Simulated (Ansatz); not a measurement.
(001) slab cut from the bulk of Ti, P6_3/mmc (No. 194); the slab's formula is Ti:

```
Ti
1.0
     2.86394    0.00000    0.00000
    -1.43197    2.48024    0.00000
     0.00000    0.00000   26.33732
Ti
6
Direct
  0.66667 0.33333 0.28477
  0.33333 0.66667 0.37086
  0.66667 0.33333 0.45695
  0.33333 0.66667 0.54305
  0.66667 0.33333 0.62914
  0.33333 0.66667 0.71523
```

Method: DFT LDA, scalar-relativistic, plane waves, PAW in Ansatz 0.2.0. Cutoff 420 eV; k points 12×12×1 on the computed 6-atom cell (Γ-centred); Gaussian smearing, width 0.10 eV; no spin polarisation. The cell repeats along c with a dipole correction in the vacuum.

(1) What forces act on the atoms?

Results:

(1)
| atom | Fx (eV/Å) | Fy (eV/Å) | Fz (eV/Å) |
| --- | --- | --- | --- |
| Ti1 | 0.000 | 0.000 | 0.573 |
| Ti2 | 0.000 | 0.000 | -0.643 |
| Ti3 | 0.000 | 0.000 | 0.039 |
| Ti4 | 0.000 | 0.000 | -0.039 |
| Ti5 | 0.000 | 0.000 | 0.643 |
| Ti6 | 0.000 | 0.000 | -0.573 |

Cost: 1 run of about 0.3 core-minutes, on Arm Neoverse V2 (shared hosts).